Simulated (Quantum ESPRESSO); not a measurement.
## Al3ZnAs3S (finding a planted mistake in a log)

Computed values, not a measurement. The program is pw.x of Quantum ESPRESSO 7.5 (plane-wave density functional theory). The cell is made up: 8 atoms on a zincblende/diamond lattice, with randomly drawn elements, strain and displacements, not relaxed. PseudoDojo standard norm-conserving files (v0.5 for PBE, v0.4.1 for LDA and PBEsol) set the functional; there is no spin polarisation, spin-orbit coupling or dispersion term, and the masses in the input are unused placeholders.

Intended input:

```
&control calculation='scf', pseudo_dir='./dojo.nc.sr.pbe.v0_5.standard.upf', outdir='./o', disk_io='medium', tprnfor=.true., tstress=.true. /
&system ibrav=0, nat=8, ntyp=4, nbnd=46, ecutwfc=84.00895049, nosym=.true., tot_charge=0,
 occupations='smearing', smearing='fd', degauss=0.0018374661
/
&electrons conv_thr=7.350e-09, electron_maxstep=60, /
ATOMIC_SPECIES
Al 1.0 Al.upf
As 1.0 As.upf
S 1.0 S.upf
Zn 1.0 Zn.upf
CELL_PARAMETERS angstrom
5.7667 0.0 0.0
0.0 5.7667 0.0
0.0 0.0 5.7667
ATOMIC_POSITIONS angstrom
Al 0.0301 -0.016 0.0703
Zn 0.0239 2.9952 2.9158
Al 2.8909 -0.0958 2.863
Al 2.8728 2.747 0.1132
As 1.3938 1.3008 1.4052
As 1.3603 4.3201 4.1996
S 4.3935 1.4637 4.4239
As 4.3576 4.4266 1.4667
K_POINTS automatic
4 4 4 1 1 1
```

The log is shortened where brackets say so; the opening notice, blank lines, dates and the lines on written files are dropped, and the path of the files is cut. It prints rydbergs, bohrs and kilobars, and counts compression as positive stress. Where no state is partly filled, the Fermi energy that it prints is only some level between the filled and the empty states on the mesh, and need not lie in the true gap.

Log of the intended run:

```
     Program PWSCF v.7.5
     Parallel version (MPI & OpenMP), running on       1 processor cores
     Number of MPI processes:                 1
     Threads/MPI process:                     1
     [start-up lines left out]
     bravais-lattice index     =            0
     lattice parameter (alat)  =      10.8975  a.u.
     unit-cell volume          =    1294.1323 (a.u.)^3
     number of atoms/cell      =            8
     number of atomic types    =            4
     number of electrons       =        80.00
     number of Kohn-Sham states=           46
     kinetic-energy cutoff     =      84.0090  Ry
     charge density cutoff     =     336.0358  Ry
     scf convergence threshold =      7.3E-09
     mixing beta               =       0.7000
     number of iterations used =            8  plain     mixing
     Exchange-correlation= PBE
                           (   1   4   3   4   0   0   0)
     [axes and pseudopotential details left out]
   Cartesian axes
     site n.     atom                  positions (alat units)
         1        Al     tau(   1) = (   0.0052196  -0.0027746   0.0121907  )
         2        Zn     tau(   2) = (   0.0041445   0.5193958   0.5056271  )
         3        Al     tau(   3) = (   0.5013092  -0.0166126   0.4964711  )
         4        Al     tau(   4) = (   0.4981705   0.4763556   0.0196299  )
         5        As     tau(   5) = (   0.2416980   0.2255710   0.2436749  )
         6        As     tau(   6) = (   0.2358888   0.7491460   0.7282501  )
         7        S      tau(   7) = (   0.7618742   0.2538193   0.7671459  )
         8        As     tau(   8) = (   0.7556488   0.7676141   0.2543396  )
     number of k points=    32  Fermi-Dirac smearing, width (Ry)=  0.0018
                       cart. coord. in units 2pi/alat
        k(    1) = (   0.1250000   0.1250000   0.1250000), wk =   0.0625000
        k(    2) = (   0.1250000   0.1250000   0.3750000), wk =   0.0625000
     [further k points left out]
     Dense  grid:   134395 G-vectors     FFT dimensions: (  64,  64,  64)
     Estimated max dynamical RAM per process >     188.59 MB
     Initial potential from superposition of free atoms
     starting charge      79.9918, renormalised to      80.0000
     Starting wfcs are   53 randomized atomic wfcs
     total cpu time spent up to now is       23.0 secs
     per-process dynamical memory:   102.3 Mb
     Self-consistent Calculation
     iteration #  1     ecut=    84.01 Ry     beta= 0.70
     Davidson diagonalization with overlap
     ethr =  1.00E-02,  avg # of iterations =  3.9
     Threshold (ethr) on eigenvalues was too large:
     Diagonalizing with lowered threshold
     Davidson diagonalization with overlap
     ethr =  4.37E-04,  avg # of iterations =  2.8
     total cpu time spent up to now is      127.0 secs
     total energy              =   -1090.55085238 Ry
     estimated scf accuracy    <       0.34957801 Ry
     iteration #  2     ecut=    84.01 Ry     beta= 0.70
     Davidson diagonalization with overlap
     ethr =  4.37E-04,  avg # of iterations =  4.2
     total cpu time spent up to now is      176.1 secs
     total energy              =   -1090.62091445 Ry
     estimated scf accuracy    <       0.13030941 Ry
     [iterations 3 to 8 left out]
     iteration #  9     ecut=    84.01 Ry     beta= 0.70
     Davidson diagonalization with overlap
     ethr =  2.28E-10,  avg # of iterations =  2.9
     total cpu time spent up to now is      497.1 secs
     total energy              =   -1090.65481271 Ry
     estimated scf accuracy    <          8.4E-09 Ry
     iteration # 10     ecut=    84.01 Ry     beta= 0.70
     Davidson diagonalization with overlap
     ethr =  1.05E-11,  avg # of iterations =  4.7
     total cpu time spent up to now is      549.6 secs
     End of self-consistent calculation
     [lines on levels left out]
     the Fermi energy is     6.8157 ev
!    total energy              =   -1090.65481271 Ry
     estimated scf accuracy    <          4.9E-09 Ry
     smearing contrib. (-TS)   =      -0.00000000 Ry
     internal energy E=F+TS    =   -1090.65481271 Ry
     The total energy is F=E-TS. E is the sum of the following terms:
     one-electron contribution =    -891.82481322 Ry
     hartree contribution      =     470.22038897 Ry
     xc contribution           =    -200.07362945 Ry
     ewald contribution        =    -468.97675901 Ry
     convergence has been achieved in  10 iterations
     Forces acting on atoms (cartesian axes, Ry/au):
     atom    1 type  1   force =    -0.01300585   -0.01740815   -0.05881565
     atom    2 type  4   force =    -0.01993371   -0.03784612   -0.03921013
     atom    3 type  1   force =    -0.01188110    0.02880096    0.01455993
     atom    4 type  1   force =     0.00188802    0.03694982   -0.02950944
     atom    5 type  2   force =     0.02603249    0.04649474    0.05121553
     atom    6 type  2   force =     0.04795860    0.00879051    0.07661232
     atom    7 type  3   force =    -0.02040202   -0.01242587   -0.00313232
     atom    8 type  2   force =    -0.01065643   -0.05335589   -0.01172025
     Total force =     0.167655     Total SCF correction =     0.000357
     Computing stress (Cartesian axis) and pressure
          total   stress  (Ry/bohr**3)                   (kbar)     P=      -18.82
  -0.00011269   0.00013698   0.00001525          -16.58       20.15        2.24
   0.00013698  -0.00014444   0.00005103           20.15      -21.25        7.51
   0.00001525   0.00005103  -0.00012670            2.24        7.51      -18.64
     init_run     :     19.73s CPU     22.85s WALL (       1 calls)
     electrons    :    508.20s CPU    527.76s WALL (       1 calls)
     forces       :      8.68s CPU      8.80s WALL (       1 calls)
     stress       :     25.24s CPU     25.36s WALL (       1 calls)
     [timing details left out]
     PWSCF        :   9m22.13s CPU   9m45.28s WALL
     JOB DONE.
```

A second run was made from an input with one planted mistake. Its log:

```
     Program PWSCF v.7.5
     Parallel version (MPI & OpenMP), running on       1 processor cores
     Number of MPI processes:                 1
     Threads/MPI process:                     1
     [start-up lines left out]
     bravais-lattice index     =            0
     lattice parameter (alat)  =      10.8975  a.u.
     unit-cell volume          =    1294.1323 (a.u.)^3
     number of atoms/cell      =            8
     number of atomic types    =            4
     number of electrons       =        80.00
     number of Kohn-Sham states=           46
     kinetic-energy cutoff     =      84.0090  Ry
     charge density cutoff     =     336.0358  Ry
     scf convergence threshold =      5.1E-03
     mixing beta               =       0.7000
     number of iterations used =            8  plain     mixing
     Exchange-correlation= PBE
                           (   1   4   3   4   0   0   0)
     [axes and pseudopotential details left out]
   Cartesian axes
     site n.     atom                  positions (alat units)
         1        Al     tau(   1) = (   0.0052196  -0.0027746   0.0121907  )
         2        Zn     tau(   2) = (   0.0041445   0.5193958   0.5056271  )
         3        Al     tau(   3) = (   0.5013092  -0.0166126   0.4964711  )
         4        Al     tau(   4) = (   0.4981705   0.4763556   0.0196299  )
         5        As     tau(   5) = (   0.2416980   0.2255710   0.2436749  )
         6        As     tau(   6) = (   0.2358888   0.7491460   0.7282501  )
         7        S      tau(   7) = (   0.7618742   0.2538193   0.7671459  )
         8        As     tau(   8) = (   0.7556488   0.7676141   0.2543396  )
     number of k points=    32  Fermi-Dirac smearing, width (Ry)=  0.0018
                       cart. coord. in units 2pi/alat
        k(    1) = (   0.1250000   0.1250000   0.1250000), wk =   0.0625000
        k(    2) = (   0.1250000   0.1250000   0.3750000), wk =   0.0625000
     [further k points left out]
     Dense  grid:   134395 G-vectors     FFT dimensions: (  64,  64,  64)
     Estimated max dynamical RAM per process >     188.59 MB
     Initial potential from superposition of free atoms
     starting charge      79.9918, renormalised to      80.0000
     Starting wfcs are   53 randomized atomic wfcs
     total cpu time spent up to now is       15.5 secs
     per-process dynamical memory:   102.3 Mb
     Self-consistent Calculation
     iteration #  1     ecut=    84.01 Ry     beta= 0.70
     Davidson diagonalization with overlap
     ethr =  1.00E-02,  avg # of iterations =  3.9
     Threshold (ethr) on eigenvalues was too large:
     Diagonalizing with lowered threshold
     Davidson diagonalization with overlap
     ethr =  4.37E-04,  avg # of iterations =  2.8
     total cpu time spent up to now is       80.6 secs
     total energy              =   -1090.55085238 Ry
     estimated scf accuracy    <       0.34957801 Ry
     iteration #  2     ecut=    84.01 Ry     beta= 0.70
     Davidson diagonalization with overlap
     ethr =  4.37E-04,  avg # of iterations =  4.2
     total cpu time spent up to now is      111.2 secs
     total energy              =   -1090.62091445 Ry
     estimated scf accuracy    <       0.13030941 Ry
     iteration #  3     ecut=    84.01 Ry     beta= 0.70
     Davidson diagonalization with overlap
     ethr =  1.63E-04,  avg # of iterations =  2.2
     total cpu time spent up to now is      140.7 secs
     total energy              =   -1090.65139871 Ry
     estimated scf accuracy    <       0.01171553 Ry
     iteration #  4     ecut=    84.01 Ry     beta= 0.70
     Davidson diagonalization with overlap
     c_bands:  1 eigenvalues not converged
     ethr =  1.46E-05,  avg # of iterations =  8.5
     total cpu time spent up to now is      185.1 secs
     End of self-consistent calculation
     [lines on levels left out]
     the Fermi energy is     6.8033 ev
!    total energy              =   -1090.65406529 Ry
     estimated scf accuracy    <       0.00178266 Ry
     smearing contrib. (-TS)   =      -0.00000000 Ry
     internal energy E=F+TS    =   -1090.65406529 Ry
     The total energy is F=E-TS. E is the sum of the following terms:
     one-electron contribution =    -892.23919305 Ry
     hartree contribution      =     470.65829737 Ry
     xc contribution           =    -200.09641059 Ry
     ewald contribution        =    -468.97675901 Ry
     convergence has been achieved in   4 iterations
     Forces acting on atoms (cartesian axes, Ry/au):
     atom    1 type  1   force =    -0.01331557   -0.02259807   -0.05574624
     atom    2 type  4   force =    -0.02071047   -0.04236331   -0.03570179
     atom    3 type  1   force =    -0.01236976    0.02329643    0.01737474
     atom    4 type  1   force =     0.00175180    0.03150768   -0.02636193
     atom    5 type  2   force =     0.02728622   -0.00487757    0.03191660
     atom    6 type  2   force =     0.05613630    0.04632458    0.09560276
     atom    7 type  3   force =    -0.02128875   -0.01864480    0.00061677
     atom    8 type  2   force =    -0.01748978   -0.01264494   -0.02770090
     Total force =     0.168050     Total SCF correction =     0.268429
     SCF correction compared to forces is large: reduce conv_thr to get better values
     Computing stress (Cartesian axis) and pressure
          total   stress  (Ry/bohr**3)                   (kbar)     P=      -15.42
  -0.00008755   0.00013376   0.00000921          -12.88       19.68        1.35
   0.00013376  -0.00012675   0.00004646           19.68      -18.65        6.83
   0.00000921   0.00004646  -0.00010011            1.35        6.83      -14.73
     init_run     :     13.33s CPU     15.39s WALL (       1 calls)
     electrons    :    158.55s CPU    170.06s WALL (       1 calls)
     forces       :      4.49s CPU      4.54s WALL (       1 calls)
     stress       :     18.08s CPU     18.18s WALL (       1 calls)
     [timing details left out]
     PWSCF        :   3m14.65s CPU   3m28.53s WALL
     JOB DONE.
```

Question: what was wrong in the second input?

Answer: the self-consistency threshold is too loose. The input lines that differ, file-writing options aside:

```
- &electrons conv_thr=7.350e-09, electron_maxstep=60, /
+ &electrons conv_thr=5.145e-03, electron_maxstep=60, /
```

|  | intended run | run with the mistake |
| --- | --- | --- |
| free energy (eV) | -14839.115 | -14839.105 |
| smearing term -TS (eV) | 0.0000 | 0.0000 |
| pressure (GPa) | -1.88 | -1.54 |
| largest force component (eV/Å) | 1.970 | 2.458 |
| largest change of a force component (eV/Å) |  | 1.321 |
| iterations | 10 | 4 |

For scale, a rerun of the intended cell at 1437 eV and a 6 x 6 x 6 mesh moved values by no more than 0.007 eV in energy, 0.02 GPa in stress and 0.002 eV/Å in force.